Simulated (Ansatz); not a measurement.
Nb2AlB2:
```
CELL_PARAMETERS angstrom
      3.10693     0.00000     0.00000
     -1.55346     2.69068     0.00000
      0.00000     0.00000     7.58442
ATOMIC_POSITIONS crystal
  Nb 0.33333 0.66667 0.70692
  Nb 0.33333 0.66667 0.29308
  Al 0.00000 0.00000 0.00000
  B  0.00000 0.00000 0.50000
  B  0.66667 0.33333 0.50000
```

Relaxed with r²SCAN. Special points in fractions of this cell's reciprocal vectors: Γ (0.000, 0.000, 0.000); M (0.500, 0.000, 0.000); K (0.333, 0.333, 0.000); A (0.000, 0.000, 0.500); L (0.500, 0.000, 0.500); H (0.333, 0.333, 0.500).

Q: List the band energies nearest the Fermi level at these points for DFT-r²SCAN with spin–orbit coupling in the program Ansatz with PAW potentials.

A: In eV from the Fermi level; about four levels below and three above (degenerate sets whole), none deeper than 8.9 eV; points with the same levels are listed once.

```tsv
k	below	above
Γ	-0.26 -0.26 -0.14 -0.14	1.25 1.25 2.12 2.12
M	-3.27 -3.27 -1.13 -1.13	1.19 1.19 1.62 1.62
K	-1.93 -1.90 -1.09 -1.04	1.27 1.36 1.65
A	-0.28 -0.28 -0.17 -0.17	1.06 1.06 1.95 1.95
L	-3.05 -3.05 -1.48 -1.48	0.83 0.83 1.08 1.08
H	-2.24 -2.22 -1.46 -1.43	1.47 1.47 2.90
```

Space group P-6m2. The start of the workflow was typed in or built on a structure type; neither database checked (COD, Materials Project) lists it. Its standing as an ambient phase is unchecked. The cell was relaxed with r²SCAN under the symmetry of its start; its stability against distortions is not shown here. No spin polarisation was allowed.

Potentials: the earlier of the program's two PAW sets. The files were generated under PBE; for other functionals the program regenerates the frozen cores, and for LDA and PBEsol the local potential too.
